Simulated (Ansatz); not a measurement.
# CaGe$_{2}$Au$_{2}$: do energies and stresses tell the same story?

Computed with DFT PBEsol, scalar-relativistic, plane waves, PAW (Ansatz).

Settings: cutoff 420 eV, Γ-centred mesh 12×12×12 on the computed 5-atom cell, Gaussian smearing of 0.10 eV; no spin polarisation.

Relaxed cell: I4/mmm, a = 4.431 Å, b = 4.431 Å, c = 10.242 Å, α = 90.00°, β = 90.00°, γ = 90.00°, 5 atoms in the primitive cell. Whether it is the stable form of this composition wasn't checked.

Energies at zero smearing and pressures from the stress tensor, at volumes with shape and atoms relaxed:
```json
{"V (Å³/atom)": "17.692", "E − E(first) (meV/atom)": "0.00", "P (GPa)": "14.73"}
{"V (Å³/atom)": "18.296", "E − E(first) (meV/atom)": "-46.13", "P (GPa)": "9.96"}
{"V (Å³/atom)": "18.899", "E − E(first) (meV/atom)": "-76.02", "P (GPa)": "6.04"}
{"V (Å³/atom)": "19.502", "E − E(first) (meV/atom)": "-92.35", "P (GPa)": "2.75"}
{"V (Å³/atom)": "20.105", "E − E(first) (meV/atom)": "-97.31", "P (GPa)": "0.01"}
{"V (Å³/atom)": "20.708", "E − E(first) (meV/atom)": "-92.86", "P (GPa)": "-2.30"}
{"V (Å³/atom)": "21.311", "E − E(first) (meV/atom)": "-80.51", "P (GPa)": "-4.21"}
{"V (Å³/atom)": "22.116", "E − E(first) (meV/atom)": "-54.03", "P (GPa)": "-6.26"}
```

Problem. Check P = −dE/dV between neighbouring volumes, and get the bulk modulus from the pressures alone.

Solution. With 1 eV/Å³ = 160.2 GPa:
```csv
middle V (Å³/atom),−ΔE/ΔV (GPa),mean P (GPa)
17.994,12.254,12.345
18.597,7.939,8.000
19.200,4.338,4.392
19.803,1.319,1.381
20.407,-1.183,-1.141
21.010,-3.280,-3.251
21.713,-5.275,-5.233
```

The two differ by 0.09 GPa at most. The mean of two end pressures misses the average over a step by about ΔV² P″/12, up to 0.07 GPa here; with that taken off 0.02 GPa remains. Around V = 20.105 Å³/atom, the two neighbours give B = −V ΔP/ΔV = 20.105 × 5.04 / 1.206 = 84.1 GPa, against B0 = 83.4 GPa from the Birch–Murnaghan fit of the energies.

Spin–orbit coupling is left out, which can shift energies with elements as heavy as these.

Cost: 9 runs of about 28 core-minutes in all, on Arm Neoverse V1 (shared hosts).